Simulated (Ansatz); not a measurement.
## What a change of settings does to a run on SbMo

The cell was built from the rocksalt type and relaxed in the same program, and has space group Fm-3m; it needn't be a known or the stable phase.

First run: DFT, PBEsol, PAW with Ansatz's default frozen-core files, scalar-relativistic (Ansatz 0.2.0).

Command: `ansatz run input.yaml --threads 1 --pin off --max-ram 2048MiB --backend cpu --events-out ev --progress --plain --runs-dir out` The run took 4.5 s on 1 thread of Arm Neoverse V2 (shared host).

```yaml
crystal:
  lattice:
    - [0.0, 2.7602407532, 2.7602407532]
    - [2.7602407532, 0.0, 2.7602407532]
    - [2.7602407532, 2.7602407532, 0.0]
  atoms:
    - { symbol: Mo, position: [0.0, 0.0, 0.0] }
    - { symbol: Sb, position: [0.5, 0.5, 0.5] }
kpoints:
  mp_grid: { grid: [10, 10, 10] }
  band_path:
    path:
      - [0.0, 0.0, 0.0]
      - [0.5, 0.0, 0.5]
      - [0.625, 0.25, 0.625]
      - [0.375, 0.375, 0.75]
      - [0.0, 0.0, 0.0]
      - [0.5, 0.5, 0.5]
      - [0.5, 0.25, 0.75]
      - [0.5, 0.0, 0.5]
    npoints: 5
scf:
  occupations: { method: fermi_dirac, width: 0.03 }
hamiltonian:
  xc: pbesol
  pseudopotentials: { kind: paw }
output:
  forces: true
  stress: true
  eigenvalues: true
  efg: { contact_densities: true }
```

Result: converged; pressure -4.90 GPa; 6 SCF iterations.

Spin polarisation is left out, and whether a magnetic state lies lower isn't shown here.

No spin–orbit coupling, which matters for the heavy atoms here.

The input is then changed:

```diff
@@ -8,5 +8,5 @@
     - { symbol: Sb, position: [0.5, 0.5, 0.5] }
 kpoints:
-  mp_grid: { grid: [10, 10, 10] }
+  mp_grid: { grid: [12, 12, 12] }
   band_path:
     path:
@@ -30,3 +30,5 @@
   eigenvalues: true
   efg: { contact_densities: true }
+basis:
+  ecutwfc: "350 eV"
```

What does the second run give?

It converged; energy at zero smearing +5.9 meV/atom from the first run; pressure -4.83 GPa; 6 SCF iterations. Some of these settings are too coarse for converged properties.
